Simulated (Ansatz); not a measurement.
SiCO4:
Space group I-4 (No. 82); a = b = 4.379 Å, c = 6.550 Å, α = β = γ = 90.00°

```
atom  site  symmetry       x       y       z
----  ----  --------  ------  ------  ------
Si      2a      -4..  0.0000  0.0000  0.0000
C       2c      -4..  0.0000  0.5000  0.2500
O       8g         1  0.1451  0.2819  0.1316
```
(The calculation used a cell of 6 atoms; values per cell refer to that cell.)

Relaxed with PBEsol.

Task: Which orbitals make up the states near the band edges in DFT-PBEsol in the program Ansatz with PAW potentials?

Result: Top 1 eV of the valence band: O 2p 96 %. Bottom 1 eV of the conduction band: Si 3s 38 %, O 2s 21 %, Si 3p 10 %, O 2p 9 %, C 2s 5 %, outside the projected shells 12 %. Projections are on Löwdin-orthogonalised atomic valence shells; empty p or d shells of many metals are not among them.

Task: Tabulate the density of states.

Result: States/eV per cell of 6 atoms, in 0.25 eV bins, energy from the valence-band maximum.

```csv
E (eV),total,O 2p,Si 3p,C 2p
-7.85,2.21,1.36,0.16,0.38
-7.60,1.18,0.74,0.12,0.23
-7.35,1.75,1.11,0.18,0.35
-7.10,3.60,2.31,0.32,0.73
-6.85,5.50,3.56,0.45,1.15
-6.60,4.84,3.16,0.34,1.03
-6.35,0.00,0.00,0.00,0.00
-6.10,0.00,0.00,0.00,0.00
-5.85,0.00,0.00,0.00,0.00
-5.60,0.00,0.00,0.00,0.00
-5.35,0.00,0.00,0.00,0.00
-5.10,0.00,0.00,0.00,0.00
-4.85,0.00,0.00,0.00,0.00
-4.60,0.00,0.00,0.00,0.00
-4.35,0.00,0.00,0.00,0.00
-4.10,0.00,0.00,0.00,0.00
-3.85,0.00,0.00,0.00,0.00
-3.60,2.42,1.95,0.19,0.04
-3.35,5.54,4.50,0.35,0.12
-3.10,3.37,2.80,0.24,0.05
-2.85,2.72,2.28,0.19,0.03
-2.60,2.02,1.76,0.09,0.02
-2.35,3.73,3.38,0.11,0.03
-2.10,3.93,3.59,0.10,0.03
-1.85,4.33,3.85,0.13,0.04
-1.60,4.16,3.75,0.09,0.04
-1.35,2.70,2.50,0.04,0.02
-1.10,7.28,6.86,0.10,0.03
-0.85,3.81,3.53,0.06,0.01
-0.60,1.76,1.65,0.02,0.00
-0.35,8.35,8.04,0.08,0.02
-0.10,7.89,7.63,0.06,0.02
0.15,0.00,0.00,0.00,0.00
0.40,0.00,0.00,0.00,0.00
0.65,0.00,0.00,0.00,0.00
0.90,0.00,0.00,0.00,0.00
1.15,0.00,0.00,0.00,0.00
1.40,0.00,0.00,0.00,0.00
1.65,0.00,0.00,0.00,0.00
1.90,0.00,0.00,0.00,0.00
2.15,0.00,0.00,0.00,0.00
2.40,0.00,0.00,0.00,0.00
2.65,0.00,0.00,0.00,0.00
2.90,0.00,0.00,0.00,0.00
3.15,0.00,0.00,0.00,0.00
3.40,0.00,0.00,0.00,0.00
3.65,0.00,0.00,0.00,0.00
3.90,0.00,0.00,0.00,0.00
4.15,0.00,0.00,0.00,0.00
4.40,0.00,0.00,0.00,0.00
4.65,0.00,0.00,0.00,0.00
4.90,0.00,0.00,0.00,0.00
5.15,0.00,0.00,0.00,0.00
5.40,0.00,0.00,0.00,0.00
5.65,0.00,0.00,0.00,0.00
5.90,0.00,0.00,0.00,0.00
6.15,0.00,0.00,0.00,0.00
6.40,0.00,0.00,0.00,0.00
6.65,0.00,0.00,0.00,0.00
6.90,0.00,0.00,0.00,0.00
7.15,0.08,0.01,0.00,0.00
7.40,0.16,0.01,0.01,0.00
7.65,0.25,0.02,0.02,0.01
7.90,0.40,0.04,0.06,0.03
8.15,0.88,0.09,0.19,0.10
8.40,2.93,0.30,0.87,0.46
8.65,3.21,0.39,1.02,0.51
8.90,2.86,0.37,0.92,0.45
9.15,4.88,0.67,1.55,0.64
9.40,3.69,0.55,1.26,0.40
9.65,3.82,0.59,1.38,0.51
9.90,2.29,0.33,0.95,0.30
10.15,4.10,0.64,1.72,0.42
10.40,2.10,0.34,0.86,0.19
10.65,0.32,0.06,0.14,0.02
10.90,0.18,0.04,0.00,0.01
11.15,1.05,0.23,0.05,0.19
11.40,4.16,0.88,0.21,1.15
11.65,2.03,0.41,0.12,0.51
```

The start of the workflow was typed in or built on a structure type; neither database checked (COD, Materials Project) lists it. Its standing as an ambient phase is unchecked. The PBEsol relaxation kept the symmetry of its start; whether a distortion lowers the energy is not shown.

Potentials: the later of the program's two PAW sets.
